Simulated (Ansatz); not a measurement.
This guess for YNbTl is about to be relaxed.

Space group P4/nmm:1 (No. 129). a = 4.404 Å, b = 4.404 Å, c = 7.921 Å, α = 90.00°, β = 90.00°, γ = 90.00°
```tsv
atom	site	symmetry	x	y	z
Y	2c	4mm	0.0000	0.5000	0.8460
Nb	2c	4mm	0.0000	0.5000	0.3048
Tl	2a	-4m2	0.0000	0.0000	0.0000
```

These are results of DFT PBE, scalar-relativistic, plane waves, PAW (Ansatz 0.2.0), not measurements. Cutoff 420 eV, Gaussian smearing, Γ-centred meshes. Cell and atoms relax first on a coarse mesh and then on a finer one. In between, the cell is made exact in the group found at 0.06 Å. In metals the finer mesh still leaves noise of several meV/atom or more. The steps can't lower the symmetry of their start. No spin polarisation.

A guess keeps its type if space group and coordination stay and the shape of the cell changes little (axis ratios within about 15 %, angles within 6°); the volume may change.

Question: Will the relaxed cell still be of the starting type?

Answer: It doesn't keep its type. The symmetry stays P4/nmm (No. 129). The volume per atom shrinks by 0.6 %, from 25.6 to 25.4 Å³. The shortest distance goes from 2.52 Å (Y–Tl) to 3.03 Å (Nb–Tl). The ratio c/a of the conventional cell changes by a factor of 0.90. Counting neighbours within 15 % of an atom's shortest distance, the start has Nb 9, Tl 4, Y 4 and the end Nb 9, Tl 12, Y 9. In detail, at the end Y has 5 Nb at 3.07–3.23 Å and 4 Tl at 3.24 Å; Nb is surrounded by 4 Tl at 3.03 Å and 5 Y at 3.07–3.23 Å; Tl is surrounded by 4 Nb at 3.03 Å, 4 Tl at 3.22 Å and 4 Y at 3.24 Å.

```
Y Nb Tl
1.0
     4.54802    0.00000    0.00000
     0.00000    4.54802    0.00000
     0.00000    0.00000    7.37858
Y Nb Tl
2 2 2
Cartesian
  0.0000 2.2740 5.0692
  2.2740 0.0000 2.3094
  0.0000 2.2740 1.9964
  2.2740 0.0000 5.3822
  0.0000 0.0000 0.0000
  2.2740 2.2740 0.0000
```

The last run used an 8×8×6 mesh (in the run's order of axes) for its 6-atom cell and Gaussian smearing of 0.10 eV. These runs have no spin–orbit coupling, which can matter for Tl. The cell is a metal run without spin; a magnetic state may lie lower. Symmetry constrained the relaxation, so the result can be a saddle point. Another cell of YNbTl relaxed alike, in P4/nmm, lies 0.63 eV/atom lower, so this cell isn't the stable form at this level.
